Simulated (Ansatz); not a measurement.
The relaxed structure here is a generated cell of P: the first start was made by placing the elements on the sites of a structure type, and the end was not matched to a known phase here, so it may be hypothetical. Known forms of P include space group No. 64.

A relaxed cell of P (Im-3m (No. 229)), relaxed on a k-mesh at least as fine as the one used below. All values below come from PBEsol (plane waves to 420 eV, PAW, scalar-relativistic; Ansatz, a first-principles code). Γ-centred k-mesh 15×15×15 on the run's cell (coarser than for final values), Fermi–Dirac smearing 0.05 eV.

```
CELL_PARAMETERS angstrom
     -3.01231     3.01231     3.01231
      1.50615    -1.50615     1.50615
      1.50615     1.50615    -1.50615
ATOMIC_POSITIONS crystal
  P  0.00000 0.00000 0.00000
  P  0.50000 0.00000 0.00000
```

The atoms are displaced along an unstable phonon of this cell by (Å):

```json
[
 {"atom": "P1", "ux": "0.150", "uy": "0.000", "uz": "0.000"},
 {"atom": "P2", "ux": "-0.150", "uy": "0.000", "uz": "0.000"}
]
```

Question: What forces (eV/Å) and pressure result?

Answer: 
```tsv
atom	Fx	Fy	Fz
P1	0.41	0.00	0.00
P2	-0.41	0.00	0.00
```

Pressure +1.3 GPa.

Question: Estimate the energy cost of the displacement in the harmonic approximation and compare with the calculation.

Answer: For a harmonic well ΔE = −½ Σ F·u = -0.062 eV a cell, or -31 meV/atom. The calculated energy relative to the undisplaced cell is -0.04 eV/atom, so the harmonic estimate holds well.

The undisplaced cell is probably no minimum: from this displacement the run went on to P4/mmm (No. 123) at a tolerance of 0.01 Å, Pm-3m (No. 221) at 0.1 Å, 0.54 eV/atom below it.

No spin polarisation in the result. The relaxed primitive cell holds an odd number of electrons. A magnetic state may lie lower.
